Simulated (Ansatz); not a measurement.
Rb2LiInCl6:
```xyz
10
Lattice="0.0000 5.0458 5.0458 5.0458 0.0000 5.0458 5.0458 5.0458 0.0000" Properties=species:S:1:pos:R:3 pbc="T T T"
Rb     7.5687     7.5687     7.5687
Rb     2.5229     2.5229     2.5229
Li     5.0458     5.0458     5.0458
In     0.0000     0.0000     0.0000
Cl     2.5101     5.0458     5.0458
Cl     7.5814     5.0458     5.0458
Cl     5.0458     2.5101     5.0458
Cl     5.0458     7.5814     5.0458
Cl     5.0458     5.0458     2.5101
Cl     5.0458     5.0458     7.5814
```

Tensor components refer to the Cartesian frame of this cell.

### Question
Give the high-frequency dielectric tensor and the Born effective charge tensors of the independent atoms from DFPT, PBEsol (plane waves, PAW; program Ansatz).

### Answer

ε∞:
```
3.08  0.00  0.00
0.00  3.08  0.00
0.00  0.00  3.08
```
Z* of atom 1 (Rb), rows: field, columns: displacement, in e:
```
1.29  0.00  0.00
0.00  1.29  0.00
0.00  0.00  1.29
```
Z* of atom 3 (Li), rows: field, columns: displacement, in e:
```
1.47  0.00  0.00
0.00  1.47  0.00
0.00  0.00  1.47
```
Z* of atom 4 (In), rows: field, columns: displacement, in e:
```
3.12  0.00  0.00
0.00  3.12  0.00
0.00  0.00  3.12
```
Z* of atom 5 (Cl), rows: field, columns: displacement, in e:
```
-1.92   0.00   0.00
 0.00  -0.83   0.00
 0.00   0.00  -0.83
```

Static charges for comparison (Bader): Rb1 +0.87, Li3 +0.90, In4 +1.60, Cl5 -0.71 e. Born charges measure polarisation by displacement and can exceed these by far.

Space group Fm-3m. The workflow started from a Materials Project entry (that database holds measured and hypothetical structures alike); the Crystallography Open Database copy checked does not list it. Its standing as an ambient phase is unchecked. The cell was relaxed with PBEsol under the symmetry of its start; whether a distortion lowers the energy is not shown. Scalar-relativistic: spin–orbit coupling is off unless named, which matters more the heavier the elements.

Potentials: the later of the program's two PAW sets.
